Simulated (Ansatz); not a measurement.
Relaxed-ion elastic tensor of ScSi in space group Cmcm (No. 63; Sc on 4c, Si on 4c) in GPa (Voigt order), PBEsol (plane waves, PAW; program Ansatz); density 3.44 g/cm³, 17.64 Å³ per atom.

```
 179  46.9  83.9   0.0   0.0   0.0
46.9   253  33.8   0.0   0.0   0.0
83.9  33.8   215   0.0   0.0   0.0
 0.0   0.0   0.0  49.0   0.0   0.0
 0.0   0.0   0.0   0.0   123   0.0
 0.0   0.0   0.0   0.0   0.0  61.7
```

Question: Is the crystal mechanically stable?

Answer: Yes: the smallest eigenvalue of C is 49.0 GPa.

Question: Work out the Voigt, Reuss and Hill averages.

Answer: K_V = 108, K_R = 108, K_H = 108; G_V = 79.0, G_R = 69.0, G_H = 74.0 GPa.

Question: Give Young's modulus, Poisson's ratio, Pugh's ratio and the universal anisotropy index.

Answer: E = 9KG/(3K + G) = 181 GPa; ν = 0.22; K/G = 1.46 (brittle by the Pugh limit of 1.75); A_U = 5G_V/G_R + K_V/K_R − 6 = 0.72.

Question: Estimate the sound speeds and the Debye temperature.

Answer: v_l = √((K + 4G/3)/ρ) = 7760 m/s, v_t = √(G/ρ) = 4640 m/s, mean 5130 m/s; Θ = (h/k)(3n/4πV)^(1/3) v_m = 587 K.

Question: Solve the Christoffel equation for the three sound speeds along x, y, z.

Answer: Eigenvalues of C_ijkl n_j n_l equal ρv². In km/s, slowest first: x 4.24, 5.99, 7.21; y 3.78, 4.24, 8.58; z 3.78, 5.99, 7.91.

Question: How much does each axis shrink under pressure?

Answer: Linear compressibilities β_i = Σ_j S_ij (j = 1 to 3): x 3.5, y 2.9, z 2.8 per TPa.

The first step of the workflow began from a Materials Project structure, measured or hypothetical; the Crystallography Open Database copy checked does not list it. Whether it is the stable phase at ambient conditions was not checked. The PBEsol relaxation kept the symmetry of its start; whether a distortion lowers the energy is not shown. No spin polarisation was allowed. As this level gives no gap, shear constants depend on the k-mesh and smearing (Fermi–Dirac, 0.1 eV here).

Potentials: the earlier of the program's two PAW sets. The files were generated under PBE; for other functionals the program regenerates the frozen cores, and for LDA and PBEsol the local potential too.
